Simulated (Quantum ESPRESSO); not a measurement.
# Band energies of PbS

```
PbS
1.0
    2.05694    -3.56583     0.00000
    2.05694     3.56583     0.00000
    0.00000     0.00000     7.55994
S Pb
2 2
Cartesian
  2.05694  -1.19206   2.32491
  2.05694   1.19206   6.10488
  2.05694   3.55848   3.88029
  2.05694  -3.55848   0.10032
```

PBEsol (Quantum ESPRESSO, PseudoDojo norm-conserving, 56 Ry, with spin-orbit coupling); path ΓXSRAZΓYX1A1TY,ZT; energies in eV from the valence-band maximum.

```
k (1/Å)  point  band 40  band 41  band 42  band 43  band 44  band 45  band 46  band 47
-------  -----  -------  -------  -------  -------  -------  -------  -------  -------
0.00         Γ    -0.26     0.77     0.77     2.47     2.47     3.12     3.12     3.97
0.23              -0.26     0.74     1.22     2.18     2.47     2.90     3.28     3.60
0.57              -0.82     1.50     1.79     2.08     2.10     2.87     2.87     3.57
0.90              -0.06     2.01     2.12     2.29     2.55     3.14     3.17     3.43
1.02         X     0.00     2.17     2.18     2.49     2.50     3.06     3.11     3.51
1.27              -0.34     1.29     1.32     2.22     2.38     2.98     3.04     3.55
1.53         S    -0.88     0.24     0.24     2.17     2.17     2.79     2.79     3.71
1.66              -1.10     0.62     0.62     2.29     2.30     2.72     2.73     3.64
1.94         R    -2.30     2.02     2.02     2.03     2.03     3.22     3.22     3.22
2.07              -2.01     1.66     1.66     2.27     2.27     2.81     2.81     3.29
2.45         A    -1.87     0.46     0.46     1.34     1.34     3.42     3.42     3.88
2.76              -1.25     1.00     1.00     1.96     1.96     3.05     3.05     3.60
3.06              -0.74     1.57     1.57     2.15     2.15     3.22     3.22     3.46
3.37              -1.08     1.86     1.86     2.00     2.00     3.30     3.30     3.43
3.47         Z    -1.35     1.96     1.96     1.96     1.96     3.35     3.35     3.35
3.68              -0.69     1.25     1.25     2.36     2.36     3.13     3.13     3.99
3.88         Γ    -0.26     0.77     0.77     2.47     2.47     3.12     3.12     3.97
3.98              -0.06     0.52     0.93     2.38     2.51     3.00     3.26     3.84
4.28              -0.94     1.00     1.13     2.29     2.43     2.92     3.25     3.51
4.57              -0.91     0.40     0.43     2.23     2.27     2.90     2.94     3.55
4.76         Y    -0.87     0.24     0.24     2.18     2.18     2.80     2.80     3.71
4.87              -0.73     0.45     0.52     2.18     2.23     2.83     2.84     3.69
5.17              -0.04     1.96     2.09     2.32     2.56     3.11     3.17     3.42
5.27        X1     0.00     2.17     2.18     2.49     2.50     3.06     3.11     3.51
5.48              -0.60     1.11     1.11     1.96     1.97     3.24     3.25     3.94
5.69        A1    -1.87     0.46     0.46     1.34     1.34     3.42     3.42     3.88
5.79              -1.77     0.57     0.57     1.45     1.45     3.34     3.34     3.80
6.10              -2.07     1.76     1.76     2.23     2.23     2.89     2.89     3.31
6.20         T    -2.29     2.03     2.03     2.03     2.03     3.22     3.22     3.22
6.37              -1.54     1.20     1.20     2.38     2.38     2.81     2.81     3.56
6.62         Y    -0.87     0.24     0.24     2.18     2.18     2.80     2.80     3.71
6.62         Z    -1.35     1.96     1.96     1.96     1.96     3.35     3.35     3.35
6.78              -0.92     1.80     1.80     1.98     1.98     3.28     3.28     3.46
7.02              -0.94     1.92     1.92     1.93     1.93     3.40     3.40     3.43
7.26              -1.74     1.98     1.98     2.11     2.11     3.21     3.21     3.41
7.50         T    -2.29     2.03     2.03     2.03     2.03     3.22     3.22     3.22
```

The PBEsol gap is indirect, 0.24 eV, from X to Y; the smallest direct gap is 0.51 eV.

Geometry of the Materials Project entry, not relaxed at this level.

This is not the ordinary phase of the substance; no match was found in the copy of COD used, and its stability was not checked.

Letters of k points follow the standard setting of the lattice, whose axes may be ordered differently from the printed cell.
